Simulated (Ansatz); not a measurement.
The start is a generated cell, P built in the hcp structure type. A full variable-cell relaxation at zero pressure is run with r2SCAN (plane waves to 500 eV, PAW, scalar-relativistic; Ansatz, an electronic-structure program). First-step values are on the input's coarse k-mesh.

Ansatz input (later rounds restart from its end on a renewed k-mesh):
Ansatz 0.2 input:
```yaml
crystal:
  lattice:
    - [2.7486849, 0, 0]
    - [-1.3743424, 2.3804309, 0]
    - [0, 0, 4.462748]
  atoms:
    - { symbol: P, position: [0.33333333, 0.66666667, 0.25] }
    - { symbol: P, position: [0.66666667, 0.33333333, 0.75] }
basis: { ecutwfc: 500, ecutrho_ratio: 4, xc_grid: 4, fft_grid_basis: typed }
kpoints: { mp_grid: { grid: [10, 10, 5] } }
hamiltonian:
  xc: r2scan
  dispersion: none
  pseudopotentials: { kind: paw }
scf: { occupations: { method: fermi_dirac, width: 0.05 } }
relax: { f_tol: 0.01, max_steps: 100, cell: { stress_tol: 0.02 } }
output: { forces: true, stress: true }
```

Q: How much energy is released per atom?

A: 0.54 eV/atom.

Q: How do the shortest distances between atoms change?

A: The closest pairs of elements (up to four, under 3.6 Å), start → end: P–P 2.74 → 2.49 Å.

Q: What band gap does the relaxed structure have at this level?

A: Zero (metallic).

The space group stays P6₃/mmc (No. 194) (the run could not lower it), with 2 atoms in the primitive cell. Final values are on a 16×16×15 k-mesh of the relaxed cell. No spin polarisation in the result.

The run could not lose the symmetry of its start, so the end can be a saddle point.

All atoms sit on sites fixed by symmetry, so only the cell could relax.

The relaxed structure here is a generated cell of P: the first start was made by placing the elements on the sites of a structure type, and the end was not matched to a known phase here, so it may be hypothetical. Known forms of P include space group No. 64.
